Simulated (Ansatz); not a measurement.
This cell of As (A7 type, space group R-3m) is off equilibrium:

```xyz
2
Lattice="1.9303 1.1145 3.3010 -1.9303 1.1145 3.3010 0.0000 -2.2290 3.3010" Properties=species:S:1:pos:R:3 pbc="T T T"
As     0.0000     0.0000     2.2805
As     0.0000     0.0000     7.6226
```

These are PBE-D3(BJ) (plane waves to 420 eV, PAW, scalar-relativistic; Ansatz, a program for electronic structure) values and carry that method's errors. k mesh 11×11×11 (Γ-centred), Fermi-Dirac smearing 0.05 eV. Energies are smeared free energies. Stress and pressure are positive under compression. As the atoms are clamped, bonds stretch with the cell, which overstates energies and stresses. With partly filled bands, the response to shear is sensitive to the k mesh, so small differences along c/a are uncertain. As was relaxed with its symmetry unable to fall.

### Question
What is the stress tensor (GPa)?

### Answer
```
   -3.2      0.0      0.0
    0.0     -3.2      0.0
    0.0      0.0      0.2
```
The pressure, a third of the trace, is -2.1 GPa.

### Question
It is the relaxed cell deformed to V/V₀ = 1.020, (c/a)/(c/a)₀ = 0.960, c along z, fractional positions held. What is its energy relative to the relaxed cell?

### Answer
9 meV/atom.

(Under strain, the slope of the energy per volume gives the stress and its curvature an elastic modulus.)
